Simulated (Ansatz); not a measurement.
# Sn-119 Mössbauer parameters in ZnO with Sn replacing Zn

Cell: a supercell of ZnO (wurtzite type, P6_3mc) built from an entry of the Crystallography Open Database (COD), with all atoms left at the host's positions.

Space group P3m1 (No. 156); a = 6.4986, c = 10.4114 Å, γ = 120.00°.

```csv
site,Wyckoff,site symmetry,x,y,z
Sn,1a,3m.,0.0000,0.0000,0.2500
Zn2,1a,3m.,0.0000,0.0000,0.7500
Zn3,3d,.m.,0.0000,0.5000,0.2500
Zn4,3d,.m.,0.0000,0.5000,0.7500
Zn9,3d,.m.,0.1667,0.8333,0.0000
Zn10,3d,.m.,0.1667,0.8333,0.5000
Zn15,1c,3m.,0.6667,0.3333,0.0000
Zn16,1c,3m.,0.6667,0.3333,0.5000
O17,3d,.m.,0.1667,0.8333,0.1895
O18,3d,.m.,0.1667,0.8333,0.6895
O23,1c,3m.,0.6667,0.3333,0.1895
O24,1c,3m.,0.6667,0.3333,0.6895
O25,1a,3m.,0.0000,0.0000,0.4395
O26,1a,3m.,0.0000,0.0000,0.9395
O27,3d,.m.,0.0000,0.5000,0.4395
O28,3d,.m.,0.0000,0.5000,0.9395
```

One atom of each set is listed.

Computed with Ansatz: DFT, PBE, plane waves and PAW, scalar-relativistic, 420 eV cutoff, Γ-centred 3×3×2 k-points, Fermi–Dirac smearing 0.01 eV.

Isomer shifts (against SnO₂) follow from the electron density at the nucleus, δ = α(ρ − ρ₀), with α = 0.099 mm s⁻¹ a₀³ and ρ₀ = 183191.44 a₀⁻³ from a line fitted to 8 measured compounds at this level of theory (rms miss 0.12 mm/s). ΔE_Q = ½eQV_zz(1 + η²/3)^½ with Q = -0.132 b for the 23.9 keV state.

(1) Where do the absorption lines lie?

## Answers

(1) Sn (1 atom a cell): δ = 1.65, |ΔE_Q| = 0.02 mm/s, a single line at 1.65 mm/s.

The run isn't spin-polarised, and a state with spin may lie lower. The defect repeats with the cell of 32 atoms, so it feels its images: sites between two images don't show the values beside a lone defect, and zeros or small values of η there can come from the images' arrangement. The defect cell has no gap above 0.1 eV on its mesh, so the values can hang on the smearing and the k-mesh. Without spin–orbit coupling (the program notes it for Sn) the gradients can shift somewhat, as the gap is small. The cell keeps the host's lattice, where the PBE pressure is 10 GPa. The neighbours have not yet relaxed around the defect (largest force 1.7 eV/Å), so a real crystal will differ.
